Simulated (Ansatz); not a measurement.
MgH$_{2}$:
```
CELL_PARAMETERS angstrom
      4.48749     0.00000     0.00000
      0.00000     4.48749     0.00000
      0.00000     0.00000     2.99819
ATOMIC_POSITIONS crystal
  Mg 0.00000 0.00000 0.00000
  Mg 0.50000 0.50000 0.50000
  H  0.30456 0.30456 0.00000
  H  0.19544 0.80456 0.50000
  H  0.69544 0.69544 0.00000
  H  0.80456 0.19544 0.50000
```

Relaxed with HSE06.

Problem. Give the Bader charges and basin volumes of the independent atoms, HSE06 (plane waves, PAW; program Ansatz).

Solution. 

```tsv
atom	Bader charge (e)	Bader volume (Å³)
Mg1	+1.67	5.8
H3	-0.83	12.2
```

Space group P4_2/mnm (rutile). The cell was relaxed with HSE06 under the symmetry of its start.

Potentials: the later of the program's two PAW sets.
